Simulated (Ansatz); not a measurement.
Data:

C (graphite type, space group P6_3/mmc)

```cif
data_C4
_chemical_formula_sum 'C4'
_space_group_name_H-M_alt 'P63/mmc'
_space_group_IT_number 194
_space_group_name_Hall '-P 6c 2c'
_cell_length_a 2.45536
_cell_length_b 2.45536
_cell_length_c 6.67065
_cell_angle_alpha 90.000
_cell_angle_beta 90.000
_cell_angle_gamma 120.000
loop_
_atom_site_label
_atom_site_type_symbol
_atom_site_symmetry_multiplicity
_atom_site_Wyckoff_symbol
_atom_site_fract_x
_atom_site_fract_y
_atom_site_fract_z
_atom_site_occupancy
C1 C 2 b 0.00000 0.00000 0.25000 1
C2 C 2 c 0.33333 0.66667 0.25000 1
```

E(V) scan at fixed shape, V₀ the volume above. Symmetry pins the atoms to their sites.

Calculation: r2SCAN+rVV10 (plane waves to 500 eV, PAW, scalar-relativistic; Ansatz, a program for electronic structure). k mesh 15×15×5 (Γ-centred), Fermi-Dirac smearing 0.05 eV. E stands for the smeared free energy. Compression counts positive. With the shape held, the modulus is that of even scaling; a crystal free to change shape is softer. C was relaxed with its symmetry unable to fall. The zero of ΔE is the relaxed starting cell.

The scan covers V/V₀ from 0.840 to 1.160 in 11 points.

Question: What is ΔE at V/V₀ = 1.160?

Answer: 161 meV/atom.

Question: What pressure does the cell carry at V/V₀ = 0.840?

Answer: 68.9 GPa.

Question: What is ΔE at V/V₀ = 0.840?

Answer: 263 meV/atom.

(A scan under strain: stresses follow from slopes of the energy per volume, elastic moduli from its curvatures.)
